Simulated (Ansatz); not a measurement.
## Pb: computed property card

Pb:
```yaml
crystal:
  lattice:
    - [3.25131, 0.00000, 0.00000]
    - [0.00000, 3.25131, 0.00000]
    - [0.00000, 0.00000, 3.25131]
  atoms:
    - { symbol: Pb, position: [0.00000, 0.00000, 0.00000] }
```

Space group Pm-3m (No. 221), simple cubic; conventional cell a = 3.251 Å, b = 3.251 Å, c = 3.251 Å, α = 90.00°, β = 90.00°, γ = 90.00°.

Method: the program Ansatz at the PBE level (PAW). Geometry: relaxed at this level of theory. Other levels are named where they apply.

Cell and energy:

```
Quantity               Value
---------------  -----------
Volume per atom     34.37 Å³
Density          10.01 g/cm³
```

Electronic structure:

```
Item                                                                        Result
------------------------------------  --------------------------------------------
Electronic character                                             metallic (no gap)
Density of states at the Fermi level  0.71 states/eV per atom (mean over ±0.08 eV)
Gap with spin–orbit coupling                                       none (metallic)
```

Mechanics:

```
Item                                                                   Result
-------------------------------------  --------------------------------------
Bulk modulus (Birch–Murnaghan fit)                                   35.4 GPa
Pressure derivative B′                                                    4.9
Elastic constants (relaxed ions, GPa)      C11 = 81.1, C12 = 13.0, C44 = -2.1
Mechanical stability                   unstable (C has a negative eigenvalue)
```

The cell is a constructed one: a structure type filled with these elements; neither database checked (COD, Materials Project) lists it. It is not the phase usual at ambient conditions (space group No. 225). The cell was relaxed with PBE under the symmetry of its start. As this level gives no gap, shear constants depend on the k-mesh and smearing (Fermi–Dirac, 0.1 eV here). Spin–orbit coupling is left out wherever it is not named.

Potentials: the later of the program's two PAW sets.
